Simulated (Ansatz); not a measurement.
Li (bcc (W type), Im-3m) under volume change, the program Ansatz at the PBE+D3(BJ) level (PAW), scaled uniformly.

```tsv
V (Å³/atom)	E − E(relaxed) (meV/atom)	P (GPa)
16.677	8.4	1.74
17.227	3.6	1.08
17.776	0.9	0.51
18.326	0.0	0.01
18.876	0.7	-0.43
19.426	2.9	-0.82
19.976	6.3	-1.16
```

Question: What does a third-order Birch–Murnaghan fit give for V₀, B₀ and B′?

Answer: V₀ = 18.34 Å³/atom, B₀ = 15.6 GPa, B′ = 3.3.

The cell was relaxed with PBE+D3(BJ) under the symmetry of its start. The pairwise dispersion correction was not fitted to metals.

Potentials: the later of the program's two PAW sets.
